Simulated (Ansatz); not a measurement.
Single point on BO

This is generated BO in a small cell holding one bonded unit, strained and with atoms displaced.

Ansatz, LAPW, all electrons; functional PBE; scalar-relativistic, point nuclei. k-points 2×2×2 (half-step shift), Fermi–Dirac smearing of 0.15 eV. The mesh is coarse, so the numbers hold for this sampling and aren't converged over the zone. In metals such a mesh can move stress, forces and moments by their own size. Spin-restricted. The cell's electron count is odd, so a run with spin could end lower.

```xyz
2
Lattice="-0.0659 2.4147 2.2512 2.4783 -0.2241 2.4094 2.3388 2.4334 -0.0846" Properties=species:S:1:pos:R:3 pbc="T T T"
B     2.2981    3.4127    1.3519
O     1.0909    3.3679    1.2760
```

(1) Predict the output of the run.

(2) The same cell and mesh under r2SCAN by all-electron PAW datasets generated for the cell without frozen cores, scalar-relativistic, point nucleus: what changes?

(3) Repeat with LDA (PW92) by all-electron full-potential LAPW, scalar-relativistic, point nucleus.

(4) Repeat with PBE (spin-polarised). Collinear spin, started from moments of 1, 0 μB in the order of the atoms; one start, so the state needn't be the lowest.

## Answers

(1) 
| atom | Fx (eV/Å) | Fy (eV/Å) | Fz (eV/Å) |
| --- | --- | --- | --- |
| B1 | 2.236 | 0.122 | 0.053 |
| O2 | -2.236 | -0.122 | -0.053 |

Stress (GPa; xx, yy, zz, yz, xz, xy; compression positive): 12.44, -1.13, -1.35, 0.27, -0.81, -1.16.

* All-electron free energy E − TS (its zero hangs on the relativistic scheme and nucleus): -2721.772 eV
* Pressure: 3.32 GPa
* Largest force: 2.240 eV/Å

(2) Relative to PBE, the pressure drops by 2.03 GPa to 1.29 GPa, and the forces move by 0.464 eV/Å (r.m.s. over the atoms).

Forces (eV/Å): B1 (1.776, 0.084, 0.013); O2 (-1.776, -0.084, -0.013).

(3) Relative to PBE, the pressure goes down by 4.72 GPa to -1.40 GPa, and the forces move by 0.462 eV/Å (r.m.s. over the atoms).

Forces (eV/Å): B1 (1.774, 0.129, 0.030); O2 (-1.774, -0.129, -0.030).

(4) Against PBE without spin, the pressure increases by 0.24 GPa to 3.56 GPa, and the forces move by 0.368 eV/Å (r.m.s. over the atoms). The free energy falls by 148.9 meV an atom. The total moment is 1.00 μB. The absolute moment is 1.01 μB. The moment inside the atomic spheres is B1 0.16, O2 0.07 μB.

| atom | Fx (eV/Å) | Fy (eV/Å) | Fz (eV/Å) |
| --- | --- | --- | --- |
| B1 | 1.875 | 0.076 | -0.001 |
| O2 | -1.875 | -0.076 | 0.001 |
